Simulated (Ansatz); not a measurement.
# Profile along the C–C line in C (graphite type, space group P6_3/mmc)

C (graphite type, space group P6_3/mmc)

Space group P6₃/mmc (No. 194); a = 2.4650 Å, b = 2.4650 Å, c = 6.7289 Å, α = 90.00°, β = 90.00°, γ = 120.00°

| atom | site | symmetry | x | y | z |
|---|---|---|---|---|---|
| C | 2b | -6m2 | 0.0000 | 0.0000 | 0.2500 |
| C | 2c | -6m2 | 0.3333 | 0.6667 | 0.2500 |

Fields along a shortest C–C line of a (0001) plane (1.42 Å), from C to C, interpolated on the slice's grid (step about 0.1 Å). The numbers are results of PBE-D3(BJ) (plane waves to 420 eV, PAW, scalar-relativistic; Ansatz, a first-principles code), not measurements. k mesh 15×15×5. Near the nuclei the fields are pseudised (PAW); where an atom keeps semicore shells as valence, they peak there. C was relaxed with its symmetry unable to fall. The PAW data are Ansatz's earlier set.

```
distance from C (Å)  valence electron density (e/Å³)  electron localisation function
-------------------  -------------------------------  ------------------------------
0.00                                            1.48                               x
0.14                                            1.65                               x
0.28                                            1.98                               x
0.43                                            2.12                            0.75
0.57                                            2.08                            0.92
0.71                                            2.03                            0.94
0.85                                            2.08                            0.92
0.99                                            2.12                            0.75
1.14                                            1.97                               x
1.28                                            1.65                               x
1.42                                            1.50                               x
```

x: too close to a nucleus for the ELF to mean much.

Density on the C–C line (1.42 Å) at its midpoint: 2.03 e/Å³. ELF at that point: 0.9. ELF maximum in the middle third of the C–C line: 0.94, 0.7 Å from C.
